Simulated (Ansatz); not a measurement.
WS$_{2}$: strain energy, fitted

WS$_{2}$, P6_3/mmc, a = 3.115 Å, c = 11.777 Å. Ansatz: PBEsol+D3(BJ), PAW, 420 eV, Γ-centred 12×12×4 mesh on 6 atoms, Gaussian smearing 0.02 eV; no spin polarisation. Series: equal strain along all axes, cell held, atoms relaxed; x is the strain in per cent. y is the free energy over the unstrained cell, V0 = 16.490 Å³/atom.

| x (%) | y (meV/atom) |
| --- | --- |
| -3.0 | ? |
| -2.0 | 18.36 |
| -1.0 | 4.41 |
| 0.0 | 0.00 |
| 1.0 | 4.14 |
| 2.0 | 15.98 |
| 3.0 | 34.75 |

Q: Fit y = c2 x² + c3 x³ to the other rows, turn c2 into a modulus, and predict the missing energy.

A: Least squares on the rows shown. y = 4.2955 x² − 0.14537 x³. In eV per unit strain² c2 is 42.95; the stiffness is B for this strain (E = 9/2 B V0 ε², shape held): 2 × 42.95 × 160.2 / (9 × 16.490) = 93 GPa. At x = -3.0 the fit asked for gives 42.58 meV/atom. The run gave 42.96 meV/atom, so the fit is 0.38 meV/atom too low, 0.88 % of the span of the series, against an rms of 0.02 meV/atom on the fitted rows. The row lies outside the fitted range. With a term in x⁴ added, a fit to the same known rows predicts 42.78 meV/atom, which recovers part of the miss; the known rows don't hold the rest.

Spin–orbit coupling is left out, which can shift energies with elements as heavy as these.